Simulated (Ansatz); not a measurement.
A relaxed cell of Ru (P6₃/mmc (No. 194)), relaxed on a k-mesh at least as fine as the one used below. Computed with PBE (plane waves to 420 eV, PAW, scalar-relativistic; Ansatz, an electronic-structure program). Γ-centred k-mesh 5×10×5 on the run's cell (coarser than for final values), Fermi–Dirac smearing 0.05 eV.

```
CELL_PARAMETERS angstrom
      7.44285     0.00000     0.00000
     -1.86071     3.22285     0.00000
      0.00000     0.00000     6.74274
ATOMIC_POSITIONS crystal
  Ru 0.16667 0.66667 0.06862
  Ru 0.66667 0.66667 0.06862
  Ru 0.33333 0.33333 0.56862
  Ru 0.83333 0.33333 0.56862
  Ru 0.33333 0.33333 0.93138
  Ru 0.83333 0.33333 0.93138
  Ru 0.16667 0.66667 0.43138
  Ru 0.66667 0.66667 0.43138
```

The atoms are displaced along an unstable phonon of this cell by (Å):

```csv
atom,ux,uy,uz
Ru1,-0.075,0.130,0.000
Ru2,0.075,-0.130,0.000
Ru3,0.075,-0.130,0.000
Ru4,-0.075,0.130,0.000
Ru5,-0.075,0.130,0.000
Ru6,0.075,-0.130,0.000
Ru7,0.075,-0.130,0.000
Ru8,-0.075,0.130,0.000
```

### Question
What forces (eV/Å) and pressure result?

### Answer
| atom | Fx | Fy | Fz |
|---|---|---|---|
| Ru1 | -0.20 | 0.00 | 0.24 |
| Ru2 | -0.09 | -0.17 | 0.24 |
| Ru3 | 0.20 | 0.00 | 0.24 |
| Ru4 | 0.09 | 0.17 | 0.24 |
| Ru5 | 0.09 | 0.17 | -0.24 |
| Ru6 | 0.20 | 0.00 | -0.24 |
| Ru7 | -0.09 | -0.17 | -0.24 |
| Ru8 | -0.20 | 0.00 | -0.24 |

Pressure -1.7 GPa.

The undisplaced cell is probably no minimum: from this displacement the run went on to P6₃/mmc (No. 194), 1.20 eV/atom below it.

No spin polarisation in the result.

The relaxed structure here is a generated cell of Ru: the first start was made by placing the elements on the sites of a structure type, and the end was not matched to a known phase here, so it may be hypothetical. A known form of Ru has the same space group but another cell.
